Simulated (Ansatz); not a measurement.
TiC:
```xyz
2
Lattice="0.0000 2.1639 2.1639 2.1639 0.0000 2.1639 2.1639 2.1639 0.0000" Properties=species:S:1:pos:R:3 pbc="T T T"
C      0.0000     0.0000     0.0000
Ti     2.1639     2.1639     2.1639
```

Relaxed with r²SCAN. Special points in fractions of this cell's reciprocal vectors: Γ (0.000, 0.000, 0.000); X (0.500, 0.000, 0.500); U (0.625, 0.250, 0.625); K (0.375, 0.375, 0.750); L (0.500, 0.500, 0.500); W (0.500, 0.250, 0.750).

Task: List the band energies nearest the Fermi level at these points for the program Ansatz at the r²SCAN level (PAW).

Result: In eV from the Fermi level; about four levels below and three above (degenerate sets whole), none deeper than 8.9 eV; points with the same levels are listed once.

```json
[
 {"k": "Γ", "below": "–", "above": "0.85 0.85 0.85"},
 {"k": "X", "below": "-3.68 -1.53 -0.13 -0.13", "above": "2.76 3.76 3.76"},
 {"k": "U", "below": "-3.64 -3.56 -1.91", "above": "1.60 3.37 4.07"},
 {"k": "L", "below": "-6.11 -3.13 -3.13", "above": "3.13 3.13 4.37"},
 {"k": "W", "below": "-3.32 -3.32 -2.93", "above": "2.99 2.99 3.76"}
]
```

Space group Fm-3m (rock salt). The r²SCAN relaxation kept the symmetry of its start; of distortions, only those at the zone centre were tested. The run is not spin-polarised.

Potentials: the later of the program's two PAW sets.
